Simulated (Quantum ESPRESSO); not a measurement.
Band energies of AlClO

```
AlClO
1.0
    3.14730     0.00000     0.00000
    0.00000     3.63328     0.00000
    0.00000     0.00000     7.84507
O Al Cl
2 2 2
Cartesian
  1.57365   1.81664   7.45430
  0.00000   0.00000   0.39077
  1.57365   0.00000   7.01790
  0.00000   1.81664   0.82718
  0.00000   0.00000   5.33962
  1.57365   1.81664   2.50546
```

PBEsol (pw.x of Quantum ESPRESSO, ONCV potentials, scalar-relativistic); path ΓXSYΓZURTZ,YT,UX,SR; energies in eV from the valence-band maximum.

```csv
k (1/Å),point,band 12,band 13,band 14,band 15,band 16,band 17,band 18,band 19
0.00,Γ,-0.62,-0.41,-0.35,-0.30,-0.23,5.64,6.86,7.73
0.40,,-1.62,-1.15,-0.47,-0.43,-0.27,6.89,8.07,8.60
0.80,,-1.83,-1.43,-0.82,-0.10,-0.08,6.97,7.14,9.09
1.00,X,-2.02,-1.15,-1.15,-0.03,-0.03,6.84,6.84,10.00
1.21,,-1.99,-1.14,-1.14,-0.23,-0.23,6.88,6.88,9.25
1.65,,-1.70,-1.05,-1.05,-0.79,-0.79,7.21,7.21,7.57
1.86,S,-1.73,-1.03,-1.03,-0.77,-0.77,7.29,7.29,7.31
2.06,,-1.62,-1.09,-1.09,-0.87,-0.87,7.43,7.43,7.65
2.46,,-1.51,-1.50,-1.50,-1.09,-1.09,8.36,8.36,8.82
2.86,Y,-1.71,-1.08,-1.08,-0.26,-0.26,7.54,7.54,8.51
3.21,,-1.41,-0.97,-0.74,-0.29,-0.29,7.14,7.69,7.81
3.73,Γ,-0.62,-0.41,-0.35,-0.30,-0.23,5.64,6.86,7.73
4.13,Z,-0.89,-0.54,-0.35,-0.34,-0.21,6.49,6.79,7.68
4.46,,-1.14,-1.03,-0.83,-0.52,-0.24,6.98,7.96,8.40
4.79,,-1.61,-1.10,-0.83,-0.29,-0.04,6.82,7.85,9.35
5.12,U,-2.31,-0.87,-0.87,-0.03,-0.03,6.84,6.84,10.01
5.47,,-1.95,-0.96,-0.96,-0.43,-0.43,6.75,6.75,9.14
5.82,,-1.61,-1.07,-1.07,-0.83,-0.83,6.91,6.91,7.97
5.99,R,-1.60,-1.10,-1.10,-0.84,-0.84,6.99,6.99,7.81
6.16,,-1.62,-1.20,-1.20,-0.76,-0.76,7.12,7.12,8.01
6.65,,-1.67,-1.40,-1.40,-0.55,-0.55,8.23,8.23,8.60
6.99,T,-2.28,-0.61,-0.61,-0.26,-0.26,7.68,7.68,8.21
7.28,,-1.70,-0.85,-0.41,-0.36,-0.21,7.27,7.49,8.02
7.56,,-1.07,-0.81,-0.40,-0.34,-0.20,6.76,7.06,8.20
7.85,Z,-0.89,-0.54,-0.35,-0.34,-0.21,6.49,6.79,7.68
7.85,Y,-1.71,-1.08,-1.08,-0.26,-0.26,7.54,7.54,8.51
8.05,,-2.04,-0.80,-0.80,-0.26,-0.26,7.60,7.60,8.37
8.25,T,-2.28,-0.61,-0.61,-0.26,-0.26,7.68,7.68,8.21
8.25,U,-2.31,-0.87,-0.87,-0.03,-0.03,6.84,6.84,10.01
8.65,X,-2.02,-1.15,-1.15,-0.03,-0.03,6.84,6.84,10.00
8.65,S,-1.73,-1.03,-1.03,-0.77,-0.77,7.29,7.29,7.31
9.05,R,-1.60,-1.10,-1.10,-0.84,-0.84,6.99,6.99,7.81
```

The PBEsol gap is indirect, 5.64 eV, from 83 % of the way from Z to U to Γ; the smallest direct gap is 5.87 eV.

Geometry relaxed with PBE+D3(BJ).

Letters of k points follow the standard setting of the lattice, whose axes may be ordered differently from the printed cell.
